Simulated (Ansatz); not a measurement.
A relaxation computed with Ansatz, from input to last step.

```yaml
crystal:
  lattice:
    - [2.21876, 2.21876, 4.43752]
    - [-2.21876, -2.21876, 4.43752]
    - [6.65628, -4.43752, 2.21876]
  atoms:
    - { symbol: C, position: [0.9534093639, 0.7504978291, 0.5968433764] }
    - { symbol: C, position: [0.8449187624, 0.2538362289, 0.8007927685] }
    - { symbol: C, position: [0.3434062603, 0.7537968549, 0.7997343101] }
    - { symbol: C, position: [0.7547345792, 0.7445770619, 0.9975616348] }
    - { symbol: C, position: [0.1488431875, 0.7551901486, 0.2011765745] }
    - { symbol: C, position: [0.0551937917, 0.2484694561, 0.3962218133] }
    - { symbol: C, position: [0.5501580816, 0.7502083464, 0.3982096101] }
    - { symbol: C, position: [0.452609022, 0.24793671, 0.5993074228] }
    - { symbol: C, position: [0.2533347174, 0.243143259, 4.25784e-05] }
    - { symbol: C, position: [0.6512593069, 0.2493724745, 0.2002063253] }
    - { symbol: Ti, position: [0.6949184119, 0.4971800803, 0.596377899] }
    - { symbol: Cr, position: [0.0992133832, 0.504153782, 0.7992155328], spin: 3.0 }
    - { symbol: Cr, position: [0.7962671482, 0.9982444461, 0.4004269203], spin: -3.0 }
    - { symbol: W, position: [0.2027440933, 0.0021624465, 0.599521621] }
    - { symbol: W, position: [0.5981792767, 0.9980281579, 0.800154198] }
    - { symbol: W, position: [0.0129083652, 0.9937737291, 0.9978278985] }
    - { symbol: W, position: [0.3992715889, 0.9992526224, 0.1989002701] }
    - { symbol: W, position: [0.3058730114, 0.4974334811, 0.4000789081] }
    - { symbol: W, position: [0.5067353237, 0.5004411268, 0.9965877389] }
    - { symbol: W, position: [0.9040773054, 0.4982594286, 0.1971584322] }
  symmetry: { detect: false }
basis:
  ecutwfc: 420
kpoints:
  mp_grid: { grid: [3, 3, 2], shift: [0.0, 0.0, 0.5] }
hamiltonian:
  xc: pbesol
scf:
  occupations: { method: gaussian, width: 0.1 }
  lower_state_search: "off"
output:
  forces: true
  stress: true
  eigenvalues: true
  populations: true
magnetization:
  spin_polarized: true
relax:
  adjacent_minimum: "off"
  f_tol: 0.04
  max_steps: 50
  cell: { stress_tol: 0.3 }
```

```bash
ansatz run input.yaml --threads 4 --pin off --max-ram 9216MiB --backend cpu --events-out ev --progress --plain --runs-dir out
```

These are results of Ansatz 0.2.0, DFT PBEsol, scalar-relativistic, plane waves, PAW, not measurements.

Of 20 frames 10 are shown, positions in Å and forces in eV/Å; the SCF threshold varies from step to step. Steps run on the plane waves of an earlier cell, with a Pulay correction in the pressure. The basis is chosen afresh for the last frame, the zero of the energies, and at times for earlier ones too; energy and pressure step there, also at an unchanged geometry. The mark taken_back stands on steps that the optimiser undid.

```xyz
20
Lattice="2.2188 2.2188 4.4375 -2.2188 -2.2188 4.4375 6.6563 -4.4375 2.2188" Properties=species:S:1:pos:R:3:forces:R:3 pbc="T T T" step=1 free_energy_over_end_meV_per_atom=111.09 pressure_GPa=-27.08
C     4.4230   -2.1983    8.8854    0.0912   -0.2192   -0.0805
C     6.6418   -2.2421    6.6525    0.2065    0.4305    0.4064
C     4.4127   -4.4594    6.6433    0.2982    0.4522   -0.5084
C     6.6626   -4.4042    8.8666   -0.2436    0.2984    0.1781
C    -0.0063   -2.2381    4.4580    0.3344   -0.2578   -0.1790
C     2.2085   -2.1871    2.2266    0.0487   -0.2233   -0.5391
C     2.2067   -2.2109    6.6539   -0.0059    0.1267    0.6079
C     4.4433   -2.2053    4.4384   -0.0837   -0.1026   -0.0287
C     0.0229    0.0224    2.2032   -0.8631   -0.0958    0.2327
C     2.2243    0.0033    4.4408    0.2710    0.0932   -0.0720
Ti    4.4084   -2.2077    6.6132    0.2269   -0.1057    0.3016
Cr    4.4213   -4.4450    4.4507   -0.1446    0.2134   -0.0334
Cr    2.2172   -2.2250    8.8516    0.0433   -0.0389   -0.0068
W     4.4356   -2.2153    2.2395   -0.2205   -0.0616   -0.0197
W     4.4389   -4.4379    8.8586   -0.2791    0.3600    0.0751
W     4.4655   -6.6042    6.6811   -0.0297   -0.3200   -0.1432
W    -0.0073   -2.2138    6.6473    0.3570   -0.0870    0.1284
W     2.2380   -2.2004    4.4524    0.0980   -0.3902   -0.1303
W     6.6475   -4.4084    6.6806   -0.1100   -0.1142   -0.1651
W     2.2128    0.0255    6.6603    0.0050    0.0420   -0.0240
20
Lattice="2.1519 2.1555 4.3066 -2.1555 -2.1446 4.3029 6.4445 -4.2817 2.1442" Properties=species:S:1:pos:R:3:forces:R:3 pbc="T T T" step=3 free_energy_over_end_meV_per_atom=2.09 pressure_GPa=-1.31
C     4.2810   -2.1240    8.6067    0.0594   -0.0222   -0.1436
C     6.4464   -2.1253    6.4843    0.0153    0.0361    0.1854
C     4.2898   -4.2663    6.4043    0.1654    0.1709   -0.1320
C     6.4143   -4.2106    8.6014   -0.0092    0.0959    0.1136
C     0.0236   -2.1945    4.3057    0.0452   -0.0866   -0.0208
C     2.1349   -2.1380    2.1112    0.0137   -0.0159   -0.1713
C     2.1483   -2.1163    6.4913   -0.0741    0.0410    0.1713
C     4.2944   -2.1277    4.3186    0.0321   -0.0236    0.0544
C    -0.0549    0.0321    2.1483   -0.2475   -0.0247    0.1086
C     2.1917    0.0016    4.2972    0.1869    0.1272   -0.0582
Ti    4.2917   -2.1250    6.4416    0.0083    0.0028    0.1167
Cr    4.2466   -4.2561    4.3031   -0.0679    0.1441   -0.0454
Cr    2.1575   -2.1573    8.5886   -0.0206   -0.0085    0.0374
W     4.2900   -2.1263    2.1687   -0.0817   -0.0484   -0.0179
W     4.2549   -4.2470    8.5943   -0.2657    0.2404    0.0381
W     4.3243   -6.3955    6.4600   -0.0008   -0.2613   -0.1178
W    -0.0098   -2.1373    6.4486    0.1611   -0.0287    0.1154
W     2.1843   -2.1590    4.3045    0.2070   -0.3031   -0.0761
W     6.4458   -4.2600    6.4600   -0.0483   -0.1001   -0.1478
W     2.1277    0.0414    6.4520   -0.0788    0.0649   -0.0099
20
Lattice="2.1491 2.1532 4.2997 -2.1518 -2.1360 4.2924 6.4387 -4.2729 2.1374" Properties=species:S:1:pos:R:3:forces:R:3 pbc="T T T" step=5 free_energy_over_end_meV_per_atom=-0.02 pressure_GPa=0.30
C     4.2809   -2.1180    8.5772    0.0048    0.0266    0.0154
C     6.4444   -2.1213    6.4879    0.0210   -0.0180   -0.0269
C     4.3006   -4.2515    6.3833    0.0087   -0.0155    0.0563
C     6.3931   -4.1818    8.5842    0.0493   -0.0498    0.0200
C     0.0398   -2.1988    4.2960   -0.0392    0.0408   -0.0065
C     2.1296   -2.1315    2.0909    0.0104    0.0272    0.0598
C     2.1414   -2.1024    6.4855   -0.0182   -0.0305   -0.0699
C     4.2915   -2.1171    4.3146   -0.0104   -0.0133   -0.0063
C    -0.0799    0.0458    2.1454    0.0425   -0.0206    0.0109
C     2.2124   -0.0071    4.2879   -0.0048    0.0347    0.0158
Ti    4.2873   -2.1153    6.4374   -0.0446    0.0480    0.0019
Cr    4.2305   -4.2232    4.2909    0.0002    0.0478   -0.0181
Cr    2.1635   -2.1496    8.5727   -0.0335    0.0681    0.0235
W     4.2851   -2.1247    2.1586    0.0377   -0.0568   -0.0299
W     4.2264   -4.2115    8.5814   -0.0435    0.0074    0.0044
W     4.3284   -6.4023    6.4350   -0.0308   -0.0366   -0.0257
W    -0.0059   -2.1248    6.4426    0.0303   -0.0049    0.0139
W     2.2064   -2.1810    4.2859    0.0839   -0.0703   -0.0093
W     6.4480   -4.2608    6.4348   -0.0366    0.0013   -0.0225
W     2.1115    0.0576    6.4382   -0.0274    0.0145   -0.0068
20
Lattice="2.1429 2.1449 4.2910 -2.1591 -2.1461 4.2997 6.4381 -4.2806 2.1361" Properties=species:S:1:pos:R:3:forces:R:3 pbc="T T T" step=7 free_energy_over_end_meV_per_atom=-0.34 pressure_GPa=0.12
C     4.2650   -2.1424    8.5712    0.0177    0.0014    0.0128
C     6.4359   -2.1432    6.4858    0.0122   -0.0217   -0.0329
C     4.2950   -4.2718    6.3860    0.0043   -0.0382    0.0285
C     6.3820   -4.2003    8.5837    0.0073   -0.0280   -0.0058
C     0.0364   -2.1993    4.3004   -0.0077    0.0093    0.0005
C     2.1285   -2.1341    2.0978    0.0245   -0.0175    0.0212
C     2.1320   -2.1254    6.4774    0.0262   -0.0177   -0.0193
C     4.2908   -2.1140    4.3097   -0.0004   -0.0360   -0.0015
C    -0.0806    0.0383    2.1446    0.0348   -0.0016   -0.0039
C     2.2020   -0.0251    4.2863   -0.0194   -0.0159    0.0078
Ti    4.2744   -2.1263    6.4358   -0.0438    0.0236   -0.0102
Cr    4.2204   -4.2122    4.2909    0.0526   -0.0254   -0.0032
Cr    2.1341   -2.1386    8.5771   -0.0499    0.0724   -0.0048
W     4.2992   -2.1488    2.1496   -0.0495    0.0615    0.0036
W     4.2115   -4.2355    8.5864   -0.0137    0.0139   -0.0086
W     4.3151   -6.4330    6.4368    0.0259   -0.0115   -0.0113
W    -0.0037   -2.1423    6.4492   -0.0086   -0.0203    0.0002
W     2.2234   -2.2119    4.2823    0.0100    0.0273    0.0150
W     6.4317   -4.2773    6.4321   -0.0145    0.0352    0.0182
W     2.0918    0.0445    6.4340   -0.0080   -0.0109   -0.0063
20
Lattice="2.1441 2.1536 4.2954 -2.1593 -2.1425 4.2974 6.4337 -4.2757 2.1313" Properties=species:S:1:pos:R:3:forces:R:3 pbc="T T T" step=9 free_energy_over_end_meV_per_atom=-0.63 pressure_GPa=0.05
C     4.2696   -2.1326    8.5731    0.0160   -0.0295   -0.0086
C     6.4330   -2.1335    6.4790    0.0156   -0.0033    0.0058
C     4.2872   -4.2700    6.3818    0.0053   -0.0051    0.0045
C     6.3734   -4.1861    8.5806   -0.0075    0.0091   -0.0066
C     0.0384   -2.1855    4.2990   -0.0055   -0.0179    0.0091
C     2.1246   -2.1314    2.0994   -0.0070   -0.0242   -0.0167
C     2.1316   -2.1201    6.4739    0.0323   -0.0042    0.0167
C     4.2845   -2.0957    4.3108    0.0239   -0.0064    0.0042
C    -0.0641    0.0360    2.1442    0.0155    0.0153   -0.0171
C     2.1898   -0.0268    4.2905   -0.0070    0.0056    0.0009
Ti    4.2685   -2.1159    6.4366   -0.0556    0.0173    0.0123
Cr    4.2624   -4.1939    4.2859   -0.0029   -0.0709   -0.0094
Cr    2.1069   -2.0915    8.5723   -0.0085    0.0262   -0.0299
W     4.2919   -2.1470    2.1488    0.0326    0.0203   -0.0052
W     4.1926   -4.2227    8.5776   -0.0559    0.0483    0.0284
W     4.3153   -6.4356    6.4212    0.0155    0.0255   -0.0191
W     0.0031   -2.1355    6.4504    0.0343   -0.0300    0.0077
W     2.2311   -2.2205    4.2832   -0.0021    0.0174    0.0001
W     6.4200   -4.2620    6.4377   -0.0596    0.0003    0.0069
W     2.0874    0.0493    6.4345    0.0206    0.0062    0.0160
20
Lattice="2.1486 2.1493 4.2892 -2.1685 -2.1484 4.2987 6.4406 -4.2675 2.1316" Properties=species:S:1:pos:R:3:forces:R:3 pbc="T T T" step=12 free_energy_over_end_meV_per_atom=-0.78 pressure_GPa=0.11 taken_back
C     4.2715   -2.1278    8.5733    0.0438   -0.0578   -0.0214
C     6.4457   -2.1332    6.4766    0.0002    0.0242   -0.0270
C     4.2822   -4.2615    6.3878    0.0071   -0.0168    0.0223
C     6.3627   -4.2058    8.5636    0.0305    0.0108   -0.0151
C     0.0420   -2.1853    4.2936   -0.0203    0.0019   -0.0107
C     2.1237   -2.1346    2.1045   -0.0166   -0.0006   -0.0083
C     2.1369   -2.1164    6.4791    0.0041   -0.0181    0.0018
C     4.2807   -2.1049    4.3138    0.0465   -0.0191    0.0363
C    -0.0377    0.0475    2.1263   -0.0309    0.0281   -0.0206
C     2.1712   -0.0228    4.2862   -0.0299   -0.0165   -0.0044
Ti    4.2595   -2.1045    6.4545   -0.0208   -0.0131   -0.1189
Cr    4.3162   -4.2508    4.2967   -0.0288   -0.0701    0.0017
Cr    2.0633   -2.0797    8.5788    0.0657    0.0431   -0.0924
W     4.3129   -2.1519    2.1354   -0.0741    0.1010    0.0452
W     4.1459   -4.2003    8.5843    0.0200    0.0255   -0.0038
W     4.3281   -6.4279    6.3992    0.0469   -0.0526    0.0803
W     0.0311   -2.1710    6.4379   -0.0142    0.0452    0.0465
W     2.2551   -2.2193    4.2895   -0.0495    0.0002   -0.0209
W     6.3946   -4.2540    6.4228   -0.0199    0.0166    0.0653
W     2.0730    0.0651    6.4356    0.0405   -0.0320    0.0441
20
Lattice="2.1464 2.1499 4.2890 -2.1701 -2.1483 4.3000 6.4414 -4.2703 2.1287" Properties=species:S:1:pos:R:3:forces:R:3 pbc="T T T" step=14 free_energy_over_end_meV_per_atom=-1.07 pressure_GPa=-0.14
C     4.2713   -2.1328    8.5670    0.0058   -0.0085    0.0164
C     6.4452   -2.1309    6.4717   -0.0130   -0.0070   -0.0115
C     4.2788   -4.2647    6.3858   -0.0036   -0.0336    0.0148
C     6.3637   -4.2078    8.5677    0.0016    0.0058    0.0021
C     0.0419   -2.1825    4.3014   -0.0098    0.0029   -0.0001
C     2.1223   -2.1341    2.0974   -0.0074    0.0049   -0.0002
C     2.1340   -2.1173    6.4736    0.0009    0.0065   -0.0029
C     4.2812   -2.1073    4.3111    0.0004   -0.0077    0.0037
C    -0.0435    0.0470    2.1326    0.0046    0.0040   -0.0058
C     2.1706   -0.0261    4.2924    0.0006    0.0110    0.0106
Ti    4.2581   -2.1071    6.4419    0.0087   -0.0007   -0.0272
Cr    4.3098   -4.2594    4.2892    0.0122   -0.0282   -0.0015
Cr    2.0709   -2.0757    8.5589    0.0108    0.0069   -0.0102
W     4.3052   -2.1472    2.1379   -0.0116    0.0165    0.0092
W     4.1469   -4.2013    8.5811    0.0088    0.0386   -0.0085
W     4.3325   -6.4339    6.4065    0.0042   -0.0264    0.0166
W     0.0233   -2.1656    6.4512   -0.0145    0.0083   -0.0007
W     2.2501   -2.2253    4.2842   -0.0251   -0.0046   -0.0037
W     6.3907   -4.2531    6.4283    0.0115    0.0214    0.0045
W     2.0762    0.0617    6.4412    0.0151   -0.0099   -0.0058
20
Lattice="2.1480 2.1459 4.2798 -2.1701 -2.1626 4.2992 6.4337 -4.2748 2.1364" Properties=species:S:1:pos:R:3:forces:R:3 pbc="T T T" step=16 free_energy_over_end_meV_per_atom=-0.96 pressure_GPa=0.12 taken_back
C     4.2756   -2.1306    8.5534    0.0150    0.0721   -0.0491
C     6.4348   -2.1263    6.4633   -0.0336    0.0215    0.0605
C     4.2727   -4.2903    6.3946    0.0238    0.0498   -0.0588
C     6.3534   -4.2501    8.5767   -0.0092   -0.0667   -0.0061
C     0.0268   -2.1783    4.2946   -0.0087   -0.0384   -0.0093
C     2.1115   -2.1341    2.0973    0.0203   -0.0697    0.0048
C     2.1253   -2.1207    6.4736    0.0444   -0.0006   -0.0133
C     4.2754   -2.1467    4.3018    0.0497    0.0621    0.0388
C    -0.0364    0.0671    2.1391   -0.0290   -0.0292    0.0367
C     2.1755   -0.0384    4.2880   -0.0141   -0.0084   -0.0144
Ti    4.2597   -2.1159    6.4220    0.0027    0.0290   -0.0213
Cr    4.3525   -4.3749    4.2995   -0.0030    0.1784   -0.0072
Cr    2.0784   -2.1093    8.5651   -0.0043   -0.0493   -0.0016
W     4.2947   -2.1383    2.1428   -0.0002   -0.0180    0.0418
W     4.1386   -4.1480    8.5730   -0.0691   -0.2157    0.0117
W     4.3078   -6.4750    6.4395    0.0079    0.0229   -0.0380
W     0.0106   -2.1908    6.4368    0.0874    0.0058    0.0033
W     2.2348   -2.2427    4.2895    0.0366    0.0307   -0.0022
W     6.3939   -4.2277    6.4213   -0.0984    0.0378   -0.0044
W     2.0729    0.0560    6.4362   -0.0183   -0.0142    0.0281
20
Lattice="2.1461 2.1450 4.2719 -2.1748 -2.1660 4.2968 6.4362 -4.2783 2.1311" Properties=species:S:1:pos:R:3:forces:R:3 pbc="T T T" step=18 free_energy_over_end_meV_per_atom=-1.26 pressure_GPa=0.03 taken_back
C     4.2722   -2.1366    8.5396    0.0026    0.0071    0.0249
C     6.4323   -2.1277    6.4554    0.0239   -0.0115    0.0249
C     4.2674   -4.2917    6.3818   -0.0022   -0.0132   -0.0045
C     6.3471   -4.2608    8.5639    0.0027    0.0111   -0.0202
C     0.0264   -2.1836    4.2902   -0.0036    0.0019    0.0218
C     2.1118   -2.1416    2.0928   -0.0032    0.0232   -0.0097
C     2.1297   -2.1248    6.4635   -0.0217   -0.0161   -0.0023
C     4.2729   -2.1462    4.2998    0.0060    0.0335   -0.0304
C    -0.0328    0.0633    2.1379    0.0096   -0.0183    0.0025
C     2.1669   -0.0397    4.2821   -0.0016    0.0015   -0.0019
Ti    4.2564   -2.1181    6.4147   -0.0125   -0.0012    0.0141
Cr    4.3586   -4.3699    4.2930   -0.0141    0.0386   -0.0216
Cr    2.0712   -2.1162    8.5476   -0.0328    0.0085    0.0187
W     4.2974   -2.1435    2.1379    0.0097    0.0182    0.0109
W     4.1231   -4.1625    8.5625    0.0562   -0.1147   -0.0078
W     4.3140   -6.4829    6.4279   -0.0448    0.0207   -0.0149
W     0.0200   -2.2009    6.4300    0.0158   -0.0187    0.0120
W     2.2373   -2.2438    4.2827    0.0187    0.0139   -0.0012
W     6.3778   -4.2263    6.4131   -0.0173    0.0039    0.0019
W     2.0646    0.0531    6.4309    0.0086    0.0116   -0.0172
20
Lattice="2.1477 2.1481 4.2776 -2.1731 -2.1604 4.2965 6.4376 -4.2744 2.1306" Properties=species:S:1:pos:R:3:forces:R:3 pbc="T T T" step=20 free_energy_over_end_meV_per_atom=0.00 pressure_GPa=-0.21
C     4.2733   -2.1333    8.5493   -0.0036   -0.0035   -0.0085
C     6.4373   -2.1265    6.4621   -0.0043    0.0122   -0.0042
C     4.2710   -4.2835    6.3828   -0.0055    0.0056   -0.0047
C     6.3552   -4.2433    8.5631   -0.0009    0.0112    0.0109
C     0.0302   -2.1786    4.2932    0.0011   -0.0096    0.0027
C     2.1149   -2.1380    2.0926   -0.0001   -0.0078    0.0000
C     2.1319   -2.1221    6.4663    0.0072   -0.0002   -0.0096
C     4.2774   -2.1310    4.3029    0.0026   -0.0056   -0.0004
C    -0.0325    0.0561    2.1349   -0.0074    0.0101    0.0131
C     2.1663   -0.0338    4.2853    0.0049   -0.0066   -0.0022
Ti    4.2566   -2.1121    6.4234    0.0120   -0.0066   -0.0013
Cr    4.3469   -4.3380    4.2914   -0.0054    0.0000   -0.0104
Cr    2.0656   -2.0942    8.5502    0.0100   -0.0141    0.0083
W     4.3006   -2.1433    2.1389   -0.0044   -0.0041    0.0021
W     4.1352   -4.1739    8.5676   -0.0274    0.0295    0.0016
W     4.3168   -6.4673    6.4195    0.0108   -0.0183   -0.0065
W     0.0241   -2.1915    6.4351    0.0007    0.0007    0.0028
W     2.2421   -2.2362    4.2820    0.0257   -0.0208    0.0096
W     6.3808   -4.2293    6.4171   -0.0009    0.0178   -0.0073
W     2.0705    0.0552    6.4340   -0.0151    0.0101    0.0038
```

It took 2.3 min on 4 threads of AMD EPYC 9R45 96-Core Processor (Zen 5) (shared host), peak memory 1.1 GiB.

The k mesh is coarse. Spin-orbit coupling is left out, which matters for the bands of heavy elements.